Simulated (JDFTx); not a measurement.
An input for a modified build of JDFTx (aluminate, AlH4O4 (SMILES [OH][Al-]([OH])([OH])[OH]), charge -1, multiplicity 1, SCCS (anion parameters), water, 0.5 M NaF; bohr, hartree) and the course of its log:

```
lattice \
  23.1491450267 0.0000000000 0.0000000000 \
  0.0000000000 23.1491450267 0.0000000000 \
  0.0000000000 0.0000000000 22.6767134955
coords-type Cartesian
ion O -0.4062194174 2.8061959708 1.9885854717 0
ion Al 0.0058270479 0.2310850054 -0.0439943266 0
ion O -2.7404726224 -0.0270119677 -1.8647872985 0
ion O 2.7412722854 0.7988762105 -1.8109447161 0
ion O 0.4252398903 -2.6544261777 1.5138093086 0
ion H -1.9792702448 2.9788834844 2.8247478474 0
ion H -3.0020435664 -1.5147812429 -2.8247478474 0
ion H 3.0020435664 2.4334740512 -2.4915552010 0
ion H 1.9953191247 -2.9788834844 2.3089278325 0
ion-species pseudo/o_pbe_v1.2.upf
ion-species pseudo/al_pbe_v1.upf
ion-species pseudo/h_pbe_v1.4.upf
elec-cutoff 20 100
elec-ex-corr gga-PBE
symmetries none
elec-n-bands 16
elec-initial-charge +1
electronic-minimize nIterations 150 energyDiffThreshold 1e-7
fluid LinearPCM
pcm-variant SCCS_anion
fluid-solvent H2O
fluid-cation Na+ 0.5
fluid-anion F- 0.5
fluid-minimize nIterations 400 knormThreshold 1e-11
dump-name s3.$VAR
dump End State Ecomponents EigStats BandEigs Forces ElecDensity IonicPositions FluidDebug
```

```
[one cycle in 7 is shown, and the last three; fluid-solver lines are left out]
ElecMinimize: Iter:   0  Etot: -69.157695850432106  |grad|_K:  2.079e-04  alpha:  1.000e+00
ElecMinimize: Iter:   7  Etot: -69.304884814573981  |grad|_K:  4.710e-04  alpha:  6.074e-02  linmin:  4.883e-03
ElecMinimize: Iter:  14  Etot: -69.359227886893578  |grad|_K:  3.433e-04  alpha:  6.441e-02  linmin: -1.879e-03
ElecMinimize: Iter:  21  Etot: -69.394812873529801  |grad|_K:  3.011e-04  alpha:  4.992e-02  linmin:  1.319e-03
ElecMinimize: Iter:  28  Etot: -69.414126849410039  |grad|_K:  2.427e-04  alpha:  3.853e-02  linmin: -1.983e-03
ElecMinimize: Iter:  35  Etot: -69.425396718827741  |grad|_K:  1.610e-04  alpha:  4.762e-02  linmin:  1.001e-03
ElecMinimize: Iter:  42  Etot: -69.431768403459884  |grad|_K:  1.326e-04  alpha:  4.477e-02  linmin: -6.941e-04
ElecMinimize: Iter:  49  Etot: -69.435638343240711  |grad|_K:  1.017e-04  alpha:  4.577e-02  linmin: -1.490e-04
ElecMinimize: Iter:  56  Etot: -69.437912697656529  |grad|_K:  7.917e-05  alpha:  4.768e-02  linmin: -2.487e-04
ElecMinimize: Iter:  63  Etot: -69.439230212045857  |grad|_K:  6.282e-05  alpha:  4.713e-02  linmin:  1.233e-04
ElecMinimize: Iter:  70  Etot: -69.439983270225710  |grad|_K:  4.635e-05  alpha:  4.782e-02  linmin: -7.582e-04
ElecMinimize: Iter:  77  Etot: -69.440422980872128  |grad|_K:  3.475e-05  alpha:  4.691e-02  linmin: -2.880e-04
ElecMinimize: Iter:  84  Etot: -69.440678255843366  |grad|_K:  2.702e-05  alpha:  4.657e-02  linmin:  1.309e-05
ElecMinimize: Iter:  91  Etot: -69.440833933929639  |grad|_K:  2.011e-05  alpha:  4.574e-02  linmin:  1.444e-04
ElecMinimize: Iter:  98  Etot: -69.440922408949504  |grad|_K:  1.510e-05  alpha:  4.493e-02  linmin:  4.803e-04
ElecMinimize: Iter: 105  Etot: -69.440971469221054  |grad|_K:  1.179e-05  alpha:  4.565e-02  linmin:  3.408e-04
ElecMinimize: Iter: 112  Etot: -69.441001436801216  |grad|_K:  9.371e-06  alpha:  4.596e-02  linmin: -6.836e-05
ElecMinimize: Iter: 119  Etot: -69.441019343541868  |grad|_K:  6.954e-06  alpha:  4.575e-02  linmin: -7.925e-04
ElecMinimize: Iter: 126  Etot: -69.441029459334658  |grad|_K:  5.130e-06  alpha:  4.475e-02  linmin: -1.176e-03
ElecMinimize: Iter: 133  Etot: -69.441035244606653  |grad|_K:  4.130e-06  alpha:  4.585e-02  linmin: -1.074e-03
ElecMinimize: Iter: 140  Etot: -69.441038775589249  |grad|_K:  3.191e-06  alpha:  4.850e-02  linmin: -1.837e-03
ElecMinimize: Iter: 147  Etot: -69.441040737979179  |grad|_K:  2.519e-06  alpha:  3.271e-02  linmin: -4.899e-03
ElecMinimize: Iter: 148  Etot: -69.441040979593097  |grad|_K:  2.400e-06  alpha:  4.387e-02  linmin: -7.223e-03
ElecMinimize: Iter: 149  Etot: -69.441041131497457  |grad|_K:  2.284e-06  alpha:  3.333e-02  linmin: -8.573e-03
ElecMinimize: Iter: 150  Etot: -69.441041347770906  |grad|_K:  2.192e-06  alpha:  4.689e-02  linmin: -7.933e-03
ElecMinimize: None of the convergence criteria satisfied after 150 iterations.
IonicMinimize: Iter:   0  Etot: -69.441041347770906  |grad|_K:  0.000e+00
IonicMinimize: Converged (|grad|_K<1.000000e-04).
```

This run gave no converged result. The loop ran out of cycles short of its threshold. It has stalled and not diverged: the last ten energies span 2e-06 Ha, so the total is near its end, but levels, forces and the chemical potential aren't shown converged.
